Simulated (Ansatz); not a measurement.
Given:

BN:
```xyz
6
Lattice="2.5969 0.0000 0.0000 -1.2985 2.2490 0.0000 0.0000 0.0000 5.8238" Properties=species:S:1:pos:R:3 pbc="T T T"
B      1.2985     0.0000     2.9119
B     -0.6492     1.1245     0.9706
B      0.6492     1.1245     4.8532
N      1.2985     0.0000     0.0000
N     -0.6492     1.1245     3.8825
N      0.6492     1.1245     1.9413
```

This is the r²SCAN+D4-relaxed structure. Tensor components refer to the Cartesian frame of this cell.

All from the program Ansatz at the r²SCAN+D4 level (PAW), unless another level is named. Predict the piezoelectric stress constants (proper, relaxed ions, C/m²).

e14 = -0.05, e25 = 0.05.

And the bulk modulus (Birch–Murnaghan fit)?

396 GPa.

Space group P6_222. The start of the workflow was typed in or built on a structure type; neither database checked (COD, Materials Project) lists it. It is not the phase usual at ambient conditions (space group No. 186, 194, 216). Symmetry was held in the r²SCAN+D4 relaxation; its stability against distortions is not shown here.

Potentials: the later of the program's two PAW sets.
